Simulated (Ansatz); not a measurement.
TiO$_{2}$:
```cif
data_O16Ti8
_chemical_formula_sum 'Ti8 O16'
_space_group_name_H-M_alt 'Pbca'
_space_group_IT_number 61
_space_group_name_Hall '-P 2ac 2ab'
_cell_length_a 5.17000
_cell_length_b 9.25863
_cell_length_c 5.50381
_cell_angle_alpha 90.000
_cell_angle_beta 90.000
_cell_angle_gamma 90.000
loop_
_atom_site_label
_atom_site_type_symbol
_atom_site_symmetry_multiplicity
_atom_site_Wyckoff_symbol
_atom_site_fract_x
_atom_site_fract_y
_atom_site_fract_z
_atom_site_occupancy
Ti1 Ti 8 c 0.13770 0.37100 0.40828 1
O1 O 8 c 0.31695 0.48979 0.14827 1
O2 O 8 c 0.46396 0.27018 0.39169 1
```

Relaxed with PBE. The program Ansatz at the PBE level (PAW) gives a gap of 2.39 eV.

Problem. What gap does HSE06 give on the same cell (Ansatz, PAW)?

Solution. 3.88 eV, 1.49 eV more. The hybrid was solved on a coarser mesh and at special points; the gap given is the minimum over both.

```
k  v1 PBE  c1 PBE  v1 HSE06  c1 HSE06
-  ------  ------  --------  --------
Γ    0.00    2.40      0.00      3.88
X   -0.19    2.67     -0.19      4.21
Z   -0.57    2.75     -0.57      4.35
U   -0.66    2.90       [?]       [?]
Y   -0.18    2.50       [?]       [?]
S   -0.28    2.75       [?]       [?]
T   -0.49    2.87       [?]       [?]
R   -0.51    2.95     -0.54      4.50
```

Problem. Top valence (v1) and lowest conduction level (c1) in eV from each method's valence maximum (which need not be a listed point): supply the withheld HSE06 values.

Solution. 
- S, v1 HSE06: -0.29
- S, c1 HSE06: 4.30
- Y, v1 HSE06: -0.16
- Y, c1 HSE06: 4.02
- U, v1 HSE06: -0.70
- U, c1 HSE06: 4.46
- T, v1 HSE06: -0.51
- T, c1 HSE06: 4.46

Cost on shared cores: the PBE run (SCF on a 6×3×5 mesh, then bands and DOS) around 9 core-minutes (rough), the HSE06 run (SCF on 3×2×3, then a few points) roughly 17 core-minutes; the tasks are unlike.

The cell was relaxed with PBE under the symmetry of its start. No spin polarisation was allowed.

Potentials: the later of the program's two PAW sets.
